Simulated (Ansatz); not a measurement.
Mo2N in space group R-3m (No. 166; Mo on 6c, N on 3a) under volume change, DFT-LDA in the program Ansatz with PAW potentials, shape and atoms relaxed at each volume.

```csv
V (Å³/atom),E − E(relaxed) (meV/atom),P (GPa)
10.516,[?],[?]
10.863,50.0,24.44
11.209,11.8,11.22
11.556,0.0,-0.03
11.903,[?],[?]
12.249,40.4,-17.68
12.596,86.2,-24.53
```

Question: Fill in the missing entries.

Answer: 
- 10.516, E − E(relaxed) (meV/atom): 119.2
- 10.516, P (GPa): 39.95
- 11.903, E − E(relaxed) (meV/atom): 10.7
- 11.903, P (GPa): -9.57

Question: What does a third-order Birch–Murnaghan fit give for V₀, B₀ and B′?

Answer: V₀ = 11.56 Å³/atom, B₀ = 344 GPa, B′ = 4.4.

The first step of the workflow began from a Materials Project structure, measured or hypothetical; the Crystallography Open Database copy checked does not list it. COD files the formula under space group No. 141, so this cell is another polymorph or a model. Whether it is the stable phase at ambient conditions was not checked. The cell was relaxed with LDA under the symmetry of its start; of distortions, only those at the zone centre were tested. The run is not spin-polarised.

Potentials: the earlier of the program's two PAW sets.
